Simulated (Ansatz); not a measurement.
Ir:
```cif
data_Ir4
_chemical_formula_sum 'Ir4'
_space_group_name_H-M_alt 'Fm-3m'
_space_group_IT_number 225
_space_group_name_Hall '-F 4 2 3'
_cell_length_a 3.81096
_cell_length_b 3.81096
_cell_length_c 3.81096
_cell_angle_alpha 90.000
_cell_angle_beta 90.000
_cell_angle_gamma 90.000
loop_
_atom_site_label
_atom_site_type_symbol
_atom_site_symmetry_multiplicity
_atom_site_Wyckoff_symbol
_atom_site_fract_x
_atom_site_fract_y
_atom_site_fract_z
_atom_site_occupancy
Ir1 Ir 4 a 0.00000 0.00000 0.00000 1
```
(The calculation used a cell of 1 atom; values per cell refer to that cell.)

Relaxed with LDA.

Problem. Which orbitals make up the states near the Fermi level in plane-wave PAW LDA (Ansatz code)?

Solution. Within 0.5 eV of the Fermi level: Ir 5d 95 %. Projections are on Löwdin-orthogonalised atomic valence shells; empty p or d shells of many metals are not among them.

Problem. Tabulate the density of states.

Solution. States/eV per cell of 1 atom, in 0.25 eV bins, energy from the Fermi level.

```
E (eV)  total  Ir 5d  Ir 6s
------  -----  -----  -----
-7.85    0.71   0.46   0.24
-7.60    0.92   0.65   0.27
-7.35    1.16   0.90   0.25
-7.10    1.25   1.04   0.19
-6.85    1.15   1.00   0.14
-6.60    1.08   0.97   0.10
-6.35    1.04   0.95   0.07
-6.10    0.78   0.73   0.03
-5.85    0.77   0.74   0.02
-5.60    1.14   1.07   0.03
-5.35    1.04   0.98   0.03
-5.10    1.07   1.01   0.04
-4.85    1.13   1.05   0.05
-4.60    1.21   1.11   0.07
-4.35    1.27   1.16   0.08
-4.10    1.43   1.28   0.10
-3.85    1.63   1.48   0.09
-3.60    1.84   1.70   0.08
-3.35    1.33   1.21   0.07
-3.10    1.03   0.92   0.07
-2.85    0.96   0.86   0.05
-2.60    0.87   0.78   0.04
-2.35    0.86   0.78   0.04
-2.10    1.05   0.97   0.04
-1.85    1.24   1.15   0.04
-1.60    1.13   1.05   0.04
-1.35    0.89   0.82   0.03
-1.10    0.91   0.85   0.03
-0.85    0.85   0.80   0.03
-0.60    0.81   0.76   0.03
-0.35    0.82   0.77   0.03
-0.10    0.85   0.80   0.03
0.15     0.91   0.86   0.03
0.40     1.07   1.02   0.03
0.65     1.45   1.39   0.04
0.90     1.44   1.39   0.03
1.15     0.97   0.92   0.04
1.40     0.68   0.61   0.05
1.65     0.29   0.21   0.05
1.90     0.26   0.17   0.06
2.15     0.26   0.16   0.07
2.40     0.26   0.15   0.07
2.65     0.26   0.13   0.08
2.90     0.26   0.12   0.08
3.15     0.27   0.11   0.09
3.40     0.27   0.10   0.09
3.65     0.27   0.10   0.10
3.90     0.27   0.08   0.10
4.15     0.27   0.08   0.10
4.40     0.26   0.07   0.10
4.65     0.26   0.06   0.10
```

Symmetry was held in the LDA relaxation. No spin polarisation was allowed. Scalar-relativistic: spin–orbit coupling is off unless named, which matters more the heavier the elements.

Potentials: the later of the program's two PAW sets.
